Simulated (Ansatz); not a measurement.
Input:

AlPt3C:
Space group Pm-3m (No. 221); a = 4.1771 Å, b = 4.1771 Å, c = 4.1771 Å, α = 90.00°, β = 90.00°, γ = 90.00°

```csv
atom,site,symmetry,x,y,z
Al,1a,m-3m,0.0000,0.0000,0.0000
Pt,3c,4/mm.m,0.0000,0.5000,0.5000
C,1b,m-3m,0.5000,0.5000,0.5000
```

This is the PBE-relaxed structure.

Q: All from DFT-PBE in the program Ansatz with PAW potentials, unless another level is named. Estimate the formation energy from the elements (no fitted shifts).

A: 0.20 eV/atom.

Q: Give the density of states at the Fermi level.

A: 0.59 states/eV per atom (mean over ±0.08 eV).

Q: Next, the gap with spin–orbit coupling?

A: none (metallic).

The start of the workflow was typed in or built on a structure type; neither database checked (COD, Materials Project) lists it. Whether it is the stable phase at ambient conditions was not checked. The cell was relaxed with PBE under the symmetry of its start; its stability against distortions is not shown here. The run is not spin-polarised. Its formation energy is positive at this level, so the cell may be metastable or incomplete. The references are the lowest solids computed at this level, not always the standard phases. Spin–orbit coupling is left out wherever it is not named.

Potentials: the later of the program's two PAW sets.
